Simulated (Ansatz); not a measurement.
An Ansatz (a first-principles code) input:

Ansatz 0.2 input:
```yaml
crystal:
  lattice:
    - [2.2994287868, 1.327575829, 7.4949180986]
    - [-2.2994287868, 1.327575829, 7.4949180986]
    - [0.0, -2.6551516581, 7.4949180986]
  atoms:
    - { symbol: Cd, position: [0.9997343889, 0.9997343889, 0.9997343889] }
    - { symbol: Hg, position: [0.4999775292, 0.4999775292, 0.4999775292] }
    - { symbol: Te, position: [0.1248842566, 0.1248842566, 0.1248842566] }
    - { symbol: Te, position: [0.6254208253, 0.6254208253, 0.6254208253] }
kpoints:
  mp_grid: { grid: [5, 5, 5] }
hamiltonian:
  xc: hse06
  pseudopotentials: { kind: paw }
scf:
  n_extra_bands: 6
  occupations: { method: gaussian, width: 0.02 }
output:
  eigenvalues: true
  eigenstates:
    e_range: [-9.0, 8.0]
    kpoints:
      - [0.0, 0.0, 0.0]  # GAMMA
      - [0.5, 0.5, 0.5]  # T
      - [0.5, 0.0, 0.0]  # L
      - [0.5, 0.0, 0.5]  # F
      - [0.3437916945, -0.3437916945, 0.0]  # S_0
      - [0.6562083055, 0.0, 0.3437916945]  # S_2
      - [0.5, -0.187583389, 0.187583389]  # H_0
      - [0.812416611, 0.187583389, 0.5]  # H_2
```

### Question
How many symmetry operations and irreducible k-points will the run report?

### Answer
6 operations, 19 of 125 k-points.

### Question
With a cutoff of 420 eV, how many plane waves at Γ?

### Answer
2713.

It took roughly 14 core-minutes on shared server cores.

Space group R3m. The first step of the workflow began from a Materials Project structure, measured or hypothetical; the Crystallography Open Database copy checked does not list it. With Cd and Hg taken as one species the cell has the higher symmetry F-43m, so it may be an ordered model of a mixed-site phase. Its standing as an ambient phase is unchecked. The cell was relaxed with PBEsol under the symmetry of its start; its stability against distortions is not shown here. Spin–orbit coupling is left out wherever it is not named.

Potentials: the later of the program's two PAW sets.

Ansatz is a plane-wave DFT program.
